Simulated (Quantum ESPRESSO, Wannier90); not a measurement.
**Wannierisation of GeSe (Pnma)**

```xyz
8
Lattice="11.2560 0.0000 0.0000 0.0000 3.7872 0.0000 0.0000 0.0000 4.6644" Properties=species:S:1:pos:R:3 pbc="T T T"
Ge     1.4532     0.9468     0.5551
Ge    -1.4532    -0.9468    -0.5551
Ge     4.1749    -0.9468    -1.7771
Ge    -4.1749     0.9468     1.7771
Se    -1.6965     0.9468    -2.2600
Se     1.6965    -0.9468     2.2600
Se    -3.9315    -0.9468     0.0722
Se     3.9315     0.9468    -0.0722
```

Materials Project entry mp-700; symmetrised, unrelaxed at this level. COD (Crystallography Open Database) has an entry of this formula and space group (matched by these alone). Method: LDA plane waves in Quantum ESPRESSO 7.5 (PseudoDojo norm-conserving files, 69 Ry, no spin polarisation, no spin-orbit coupling), Bloch states on a 4×4×4 mesh through Γ, Wannier90 4.0.1. Density: 4×8×8 mesh, Gaussian smearing 0.01 Ry. The cell is built of weakly bound layers, chains or molecules, whose nearest atoms lie 3.64 Å apart. Database cells relaxed without dispersion often hold them too far apart, which can enlarge gaps and weakens couplings between them; spacing and stacking were not compared with the measured crystal. Spin-orbit coupling, left out, would split the p-like bands by a few tenths of an eV.

The plane-wave run has 88 bands and 120 electrons a cell. On the energy scale of pw.x, whose zero is arbitrary, the valence-band maximum lies at 8.02 eV.

Isolated groups of bands, relative to the valence-band maximum (bands from 61 on overlap up to the last one computed):

```
bands  from (eV)  to (eV)  filling             weight on atomic waves
-----  ---------  -------  -------  ---------------------------------
1–20      -47.83   -47.74   filled                        Se 3d 100 %
21–40     -24.65   -24.58   filled                        Ge 3d 100 %
41–44     -14.41   -12.59   filled  Se 4s 76 %, Ge 4p 14 %, Ge 4s 8 %
45–48      -8.70    -5.63   filled  Ge 4s 61 %, Se 4p 26 %, Se 4s 9 %
49–60      -5.11     0.00   filled  Se 4p 62 %, Ge 4p 29 %, Ge 4s 7 %
```

Input w.win, without the blocks of cell, atoms and k-points (64 lines):

```
num_bands = 48
num_wann = 32
exclude_bands = 1-40
num_iter = 1000
conv_tol = 1.0e-6
conv_window = 4
dis_num_iter = 1000
dis_conv_tol = 1.0e-6
dis_froz_max = 10.32
dis_win_max = 13.54
write_hr = true
write_u_matrices = true
begin projections
f=0.12911,0.24557,0.10890: s;p
f=-0.13047,-0.24918,-0.10883: s;p
f=0.37187,-0.26246,-0.37834: s;p
f=-0.36978,0.24175,0.37308: s;p
f=-0.15027,0.23689,-0.48520: s;p
f=0.15121,-0.25430,0.47447: s;p
f=-0.34580,-0.25258,0.00913: s;p
f=0.34762,0.24732,-0.02517: s;p
end projections
mp_grid = 4 4 4
```

wannier90.x stops with:
```
dis_windows: Energy window contains fewer states than number of target WFs
```
At some k-point the outer window holds fewer bands than num_wann, so no subspace of that size can be extracted. Mended as below, all else unchanged, the run goes through (Ω_I = 41.8 Å²) and follows the plane-wave bands to 18 meV rms (states up to 1.8 eV relative to the valence-band maximum).
Remove the line dis_win_max = 13.54.
